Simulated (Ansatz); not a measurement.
YF$_{3}$:
```
CELL_PARAMETERS angstrom
      6.33006     0.00000     0.00000
      0.00000     6.83973     0.00000
      0.00000     0.00000     4.36952
ATOMIC_POSITIONS crystal
  Y  0.63090 0.75000 0.93870
  Y  0.36910 0.25000 0.06130
  Y  0.86910 0.25000 0.43870
  Y  0.13090 0.75000 0.56130
  F  0.16508 0.43686 0.37794
  F  0.83492 0.56314 0.62206
  F  0.33492 0.56314 0.87794
  F  0.66508 0.43686 0.12206
  F  0.66508 0.06314 0.12206
  F  0.33492 0.93686 0.87794
  F  0.83492 0.93686 0.62206
  F  0.16508 0.06314 0.37794
  F  0.52307 0.25000 0.58946
  F  0.47693 0.75000 0.41054
  F  0.97693 0.75000 0.08946
  F  0.02307 0.25000 0.91054
```

Relaxed with PBEsol. Special points in fractions of this cell's reciprocal vectors: Γ (0.000, 0.000, 0.000); X (0.500, 0.000, 0.000); S (0.500, 0.500, 0.000); Y (0.000, 0.500, 0.000); Z (0.000, 0.000, 0.500); U (0.500, 0.000, 0.500); R (0.500, 0.500, 0.500); T (0.000, 0.500, 0.500).

**Question.** List the band energies nearest the valence-band maximum at these points for plane-wave PAW PBEsol (Ansatz code).

**Answer.** In eV from the valence-band maximum; about four levels below and three above (degenerate sets whole), none deeper than 8.9 eV; points with the same levels are listed once.

```csv
k,below,above
Γ,-0.16 -0.11 -0.09 -0.05,7.90 8.24 8.26
X,-0.15 -0.15 -0.14 -0.14,8.14 8.14 8.47 8.47
S,-0.16 -0.16 -0.16 -0.16,8.34 8.34 8.34 8.34
Y,-0.23 -0.23 -0.16 -0.16,8.12 8.12 8.33 8.33
Z,-0.41 -0.41 0.00 0.00,7.89 7.89 8.32 8.32
U,-0.44 -0.44 -0.04 -0.04,7.93 7.93 8.40 8.40
R,-0.22 -0.22 -0.22 -0.22,8.22 8.22 8.22 8.22
T,-0.41 -0.41 -0.10 -0.10,8.07 8.07 8.22 8.22
```

Space group Pnma. The first step of the workflow began from a Materials Project structure, measured or hypothetical; the Crystallography Open Database files this formula in space group No. 62, but the cells were not matched. Its standing as an ambient phase is unchecked. The PBEsol relaxation kept the symmetry of its start; whether a distortion lowers the energy is not shown. The run is not spin-polarised. Spin–orbit coupling is left out wherever it is not named.

Potentials: the earlier of the program's two PAW sets. The files were generated under PBE; for other functionals the program regenerates the frozen cores, and for LDA and PBEsol the local potential too.
